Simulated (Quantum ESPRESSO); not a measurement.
Band energies of N

```xyz
8
Lattice="5.8151 0.0000 0.0000 0.0000 5.8151 0.0000 0.0000 0.0000 5.8151" Properties=species:S:1:pos:R:3 pbc="T T T"
N      0.3716     0.3716     0.3716
N      2.5360     5.4435     3.2791
N      3.2791     2.5360     5.4435
N      5.4435     3.2791     2.5360
N      5.5484     5.5484     5.5484
N      3.1742     0.2667     2.6409
N      2.6409     3.1742     0.2667
N      0.2667     2.6409     3.1742
```

norm-conserving LDA (Quantum ESPRESSO, 84 Ry, scalar-relativistic); path ΓXMΓRX,MR; energies in eV from the valence-band maximum.

| k (1/Å) | point | band 16 | band 17 | band 18 | band 19 | band 20 | band 21 | band 22 | band 23 |
|---|---|---|---|---|---|---|---|---|---|
| 0.00 | Γ | -1.47 | -0.80 | -0.02 | -0.02 | -0.02 | 7.29 | 7.29 | 7.29 |
| 0.27 |  | -1.49 | -0.61 | -0.09 | -0.01 | -0.01 | 7.37 | 7.38 | 7.46 |
| 0.54 | X | -1.54 | -0.30 | -0.30 | 0.00 | 0.00 | 7.50 | 7.50 | 7.81 |
| 0.72 |  | -1.54 | -0.29 | -0.29 | -0.02 | -0.02 | 7.55 | 7.55 | 7.84 |
| 1.08 | M | -1.51 | -0.17 | -0.17 | -0.13 | -0.13 | 7.80 | 7.80 | 7.83 |
| 1.46 |  | -1.48 | -0.49 | -0.09 | -0.06 | -0.02 | 7.46 | 7.50 | 7.56 |
| 1.84 | Γ | -1.47 | -0.80 | -0.02 | -0.02 | -0.02 | 7.29 | 7.29 | 7.29 |
| 2.16 |  | -1.47 | -0.57 | -0.06 | -0.04 | -0.04 | 7.41 | 7.43 | 7.49 |
| 2.31 |  | -1.48 | -0.42 | -0.10 | -0.07 | -0.07 | 7.55 | 7.59 | 7.66 |
| 2.62 |  | -1.46 | -0.23 | -0.19 | -0.18 | -0.17 | 7.79 | 7.83 | 7.84 |
| 2.78 | R | -1.46 | -0.20 | -0.20 | -0.20 | -0.20 | 7.83 | 7.83 | 7.83 |
| 2.93 |  | -1.47 | -0.21 | -0.21 | -0.17 | -0.17 | 7.81 | 7.81 | 7.85 |
| 3.24 |  | -1.50 | -0.26 | -0.26 | -0.06 | -0.06 | 7.63 | 7.63 | 7.85 |
| 3.54 | X | -1.54 | -0.30 | -0.30 | 0.00 | 0.00 | 7.50 | 7.50 | 7.81 |
| 3.54 | M | -1.51 | -0.17 | -0.17 | -0.13 | -0.13 | 7.80 | 7.80 | 7.83 |
| 3.72 |  | -1.50 | -0.18 | -0.18 | -0.15 | -0.15 | 7.81 | 7.81 | 7.83 |
| 4.08 | R | -1.46 | -0.20 | -0.20 | -0.20 | -0.20 | 7.83 | 7.83 | 7.83 |

The LDA gap is 7.29 eV and nearly direct: the edges lie at X and Γ, the smallest direct gap within 0.02 eV of it. Another valence extremum on the path lies within 0.02 eV, too close to call.

Geometry of the Materials Project entry, not relaxed at this level.
